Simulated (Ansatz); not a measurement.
## EuSb (WC-type structure)

The computed numbers are results of PBE, scalar-relativistic (collinear spin) in the plane-wave PAW code Ansatz at 420 eV, Γ-centred 10×10×8 mesh, 0.05 eV Gaussian smearing. The datasets are Ansatz's generated set soft_2.

```
Eu Sb
1.0
     4.21608    0.00000    0.00000
    -2.10804    3.65124    0.00000
     0.00000    0.00000    4.40627
Eu Sb
1 1
Direct
  0.00000 0.00000 0.00000
  0.66667 0.33333 0.50000
```

The start was a prototype's sites filled with these elements, not a measured cell.

The geometry is fixed. Moments are started on Eu in several ways. q is the propagation vector of an order in a doubled cell, in units of this cell's reciprocal vectors; doubled cells take an equivalent mesh or are counted from a ferromagnetic run in the same cell, unless said otherwise. Energies count from the first row, the state in which the cell was relaxed.

The starts:
- ferromagnetic
- no spin polarisation
- antiparallel, q = (0, 0, 1/2)
- antiparallel, q = (0, 1/2, 0)
- antiparallel, q = (0, 1/2, 1/2)

Task: Which start ends lowest?

Result: Lowest: antiparallel, q = (0, 0, 1/2).

```csv
start,largest typed moment (μB),ΔE (meV/atom),gap on the mesh (eV),P (GPa),final spin moments (μB)
ferromagnetic,7.36*,0.0,metal,0.0,Eu 6.70; Sb -0.09
no spin polarisation,0.00,3486.6,metal,-2.9,none
"antiparallel, q = (0, 0, 1/2)",6.00*,-6.5,metal,-0.1,"Eu 6.74, -6.74"
"antiparallel, q = (0, 1/2, 0)",6.00*,-0.9,metal,0.0,"Eu 6.73, -6.73"
"antiparallel, q = (0, 1/2, 1/2)",6.00*,-1.5,metal,0.0,"Eu 6.72, -6.72"
```

A star marks runs that didn't start from the typed moments alone: the program put its own moment for the open shell in their place.

The program marks the state without spin polarisation as possibly unstable.

Only orders that fit these small cells were tried, so the real crystal's order may be another.

Without a U the 4f levels of Eu lie too near the Fermi level, so their share of the states there, and what hangs on it, is overstated. Spin–orbit coupling is left out. Site moments are of spin, integrated over atomic spheres. For an f⁶ shell, the formal count of Eu here, Hund's rules give L = S = 3 and J = 0, a non-magnetic ion. Spin-polarised DFT, with or without U, favours a large spin moment instead, a known failure, so moments and magnetic energies here aren't predictions.
